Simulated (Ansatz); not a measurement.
HfF4:
```
HfF4
1.0
    5.87848     4.95735     0.00000
   -5.87848     4.95735     0.00000
   -4.53098     0.00000     6.20425
Hf F
6 24
Direct
  0.21419   0.21419   0.25000
  0.78581   0.78581   0.75000
  0.77676   0.36588   0.33330
  0.22324   0.63412   0.66670
  0.36588   0.77676   0.16670
  0.63412   0.22324   0.83330
  0.68269   0.25861   0.10628
  0.31731   0.74139   0.89372
  0.25861   0.68269   0.39372
  0.74139   0.31731   0.60628
  0.18271   0.40152   0.92490
  0.81729   0.59848   0.07510
  0.40152   0.18271   0.57510
  0.59848   0.81729   0.42490
  0.39284   0.39284   0.75000
  0.60716   0.60716   0.25000
  0.73873   0.50211   0.78266
  0.26127   0.49789   0.21734
  0.50211   0.73873   0.71734
  0.49789   0.26127   0.28266
  0.96982   0.72314   0.65041
  0.03018   0.27686   0.34959
  0.72314   0.96982   0.84959
  0.27686   0.03018   0.15041
  0.00000   0.50000   0.50000
  0.50000   0.00000   0.00000
  0.82923   0.06347   0.54452
  0.17077   0.93653   0.45548
  0.06347   0.82923   0.95548
  0.93653   0.17077   0.04452
```

Relaxed with r²SCAN. Special points in fractions of this cell's reciprocal vectors: Γ (0.000, 0.000, 0.000); A (0.000, 0.000, 0.500); I2 (0.277, 0.277, 0.500); I (-0.277, 0.723, 0.500); M2 (-0.500, 0.500, 0.500); Y (0.500, 0.500, 0.000); L2 (0.000, 0.500, 0.500); V2 (0.000, 0.500, 0.000).

Question: List the band energies nearest the valence-band maximum at these points for DFT-r²SCAN in the program Ansatz with PAW potentials.

Answer: In eV from the valence-band maximum; about four levels below and three above (degenerate sets whole), none deeper than 8.9 eV; points with the same levels are listed once.

| k | below | above |
|---|---|---|
| Γ | -0.28 -0.27 -0.25 -0.11 | 6.15 7.29 7.41 |
| A | -0.16 -0.16 -0.11 -0.11 | 6.79 6.79 7.35 7.35 |
| I2 | -0.16 -0.16 -0.09 -0.09 | 6.93 6.93 7.12 7.12 |
| M2 | -0.19 -0.19 -0.04 -0.04 | 6.83 6.83 7.27 7.27 |
| Y | -0.20 -0.19 -0.12 -0.08 | 6.95 6.97 7.08 |
| L2 | -0.21 -0.15 -0.11 -0.08 | 6.79 6.92 7.19 |
| V2 | -0.27 -0.27 -0.20 -0.06 | 6.61 6.89 7.23 |

Space group C2/c. The first step of the workflow began from a Materials Project structure, measured or hypothetical; the Crystallography Open Database files this formula in space group No. 15, but the cells were not matched. Its standing as an ambient phase is unchecked. Symmetry was held in the r²SCAN relaxation; whether a distortion lowers the energy is not shown. No spin polarisation was allowed. Spin–orbit coupling is left out wherever it is not named.

Potentials: the earlier of the program's two PAW sets. The files were generated under PBE; for other functionals the program regenerates the frozen cores, and for LDA and PBEsol the local potential too.
